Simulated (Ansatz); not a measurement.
# Property card for NiGe

NiGe:
Space group Pnma (No. 62); a = 5.2762 Å, b = 3.4685 Å, c = 5.8172 Å, α = β = γ = 90.00°

```
atom  site  symmetry       x       y       z
----  ----  --------  ------  ------  ------
Ni      4c       .m.  0.0050  0.2500  0.8062
Ge      4c       .m.  0.1910  0.2500  0.4133
```

Space group Pnma (No. 62); conventional cell a = 5.2762 Å, b = 3.4685 Å, c = 5.8172 Å, α = β = γ = 90.00°.

Method: plane-wave PAW r²SCAN (Ansatz code). The cell and atoms are relaxed at this level. Other levels are named where they apply.

Cell and energy:

| Quantity | Value |
|---|---|
| Volume per atom | 13.31 Å³ |
| Density | 8.19 g/cm³ |
| Formation energy from the elements (no fitted shifts) | -0.26 eV/atom |

Electronic structure:

| Property | Value |
|---|---|
| Electronic character | metallic (no gap) |
| Density of states at the Fermi level | 0.32 states/eV per atom (mean over ±0.08 eV) |
| Gap with spin–orbit coupling | none (metallic) |

Mechanics:

| Quantity | Result |
|---|---|
| Bulk modulus (Birch–Murnaghan fit) | 146 GPa |
| Pressure derivative B′ | 4.8 |

Phonons:

| Item | Result |
|---|---|
| Highest zone-centre frequency | 279 cm⁻¹ |
| Zone-centre stability | no imaginary mode at Γ |

Charges:

| Item | Result |
|---|---|
| Bader charges | Ni -0.16, Ge +0.16 e |

Symmetry was held in the r²SCAN relaxation. The run is not spin-polarised. As this level gives no gap, phonon frequencies hold no LO–TO term and depend on the k-mesh and smearing (Fermi–Dirac, 0.1 eV here). The references are the lowest solids computed at this level, not always the standard phases. Scalar-relativistic: spin–orbit coupling is off unless named, which matters more the heavier the elements.

Potentials: the earlier of the program's two PAW sets. The files were generated under PBE; for other functionals the program regenerates the frozen cores, and for LDA and PBEsol the local potential too.
